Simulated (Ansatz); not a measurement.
Data:

Ga (diamond, space group No. 227), a = b = c = 5.7584 Å, α = β = γ = 90.00°; the cell used has 2 atoms.

This is the PBEsol-relaxed structure.

Problem. All from PBEsol (plane waves, PAW; program Ansatz), unless another level is named. Estimate the density of states at the Fermi level.

Solution. 0.64 states/eV per atom (mean over ±0.08 eV).

Problem. And the gap with spin–orbit coupling?

Solution. none (metallic).

Space group Fd-3m (diamond). The start of the workflow was typed in or built on a structure type; neither database checked (COD, Materials Project) lists it. It is not the phase usual at ambient conditions (space group No. 64). The cell was relaxed with PBEsol under the symmetry of its start. At this level the phase is mechanically unstable. The volume moved by -22 % from the start of the relaxation. Scalar-relativistic: spin–orbit coupling is off unless named, which matters more the heavier the elements.

Potentials: the later of the program's two PAW sets.
